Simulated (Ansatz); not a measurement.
## Property card of a Sc sheet

The cell was found from a structure generator's guess, not taken from experiment.

Theory: DFT PBE, scalar-relativistic, plane waves, PAW in Ansatz. Plane waves to 420 eV, a k mesh through Γ of 20×20×1 on the computed 1-atom cell and Gaussian smearing (0.10 eV); collinear spin from starting moments 0.7 μB.

The sheet is periodic along a and b; c holds vacuum.

```yaml
crystal:
  periodic: [true, true, false]
  lattice:
    - [2.93526, 0.00000, 0.00000]
    - [0.00000, 2.93526, 0.00000]
    - [0.00000, 0.00000, 23.80000]
  atoms:
    - { symbol: Sc, position: [0.50000, 0.50000, 0.29412] }
```

Energies count from the standard state of Sc at the same level.

| Quantity | Value |
| --- | --- |
| Layer group | p4/mmm (No. 61) |
| In-plane cell | a = 2.935 Å, b = 2.935 Å, γ = 90.0° |
| Area per atom | 8.62 Å² |
| Thickness between the outermost nuclei | 0.00 Å |
| Energy over the standard state | +1.70 eV/atom |
| Band gap over mesh and path | none (metal or semimetal) |
| Net moment per atom | 1.15 μB |
| Moment by site | Sc 0.6 μB |
| Density of states at the Fermi level | 1.2 states/eV per cell |
| Löwdin character within 0.5 eV of the Fermi level | Sc 3d 84 %, unprojected 10 % |
| Bader charges (e) | Sc1 0.00 |

The last run used collinear spin, a 20×20×1 mesh for its 1-atom cell and Gaussian smearing of 0.10 eV. Another magnetic order may lie lower. Site moments count only spheres around the atoms; the net moment includes the space between them.
